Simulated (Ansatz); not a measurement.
A geometry of MgF₂ away from equilibrium: step 11 of the relaxation of a generated cell, MgF2 built in the AFLOW prototype A2B_hP9_152_c_a (as in SiO2). All values below come from PBE (plane waves to 420 eV, PAW, scalar-relativistic; Ansatz, a quantum-chemistry and plane-wave program). Γ-centred k-mesh 6×6×5 on the run's cell (coarser than for final values), Fermi–Dirac smearing 0.05 eV.

```xyz
9
Lattice="4.9513 0.0000 0.0000 -2.4757 4.2880 0.0000 0.0000 0.0000 5.6334" Properties=species:S:1:pos:R:3:forces:R:3 pbc="T T T" free_energy=-10634.788 pressure_GPa=2.9
Mg     1.9381     0.0000     4.6945    0.0011    0.0000    0.0000
Mg    -0.9690     1.6784     0.9389   -0.0006    0.0010    0.0000
Mg     1.5066     2.6095     2.8167   -0.0006   -0.0010    0.0000
F      0.9035     1.4997     4.2366    0.0003    0.0017    0.0002
F      3.2009     0.0326     0.4810   -0.0016   -0.0006    0.0002
F      3.3227     2.7557     2.3588    0.0013   -0.0011    0.0002
F     -1.5722     2.7883     5.1523    0.0003   -0.0017   -0.0002
F      0.8470     1.5323     1.3968    0.0013    0.0011   -0.0002
F      0.7252     4.2554     3.2746   -0.0016    0.0006   -0.0002
```

Positions in Å, forces in eV/Å, free energy of the cell in eV (comparable only within this code, potentials and settings). Largest force: all forces are below 0.005 eV/Å; the geometry lies 0.07 eV/atom above the end of its relaxation.

No spin polarisation in the result.

The run could not lose the symmetry of its start: the end is stationary, and may be a saddle point rather than a minimum.

The end of the path is a generated cell of MgF2: the first start was made by placing the elements on the sites of a structure type, and the end was not matched to a known phase here, so it may be hypothetical. Known forms of MgF2 include space group No. 136.
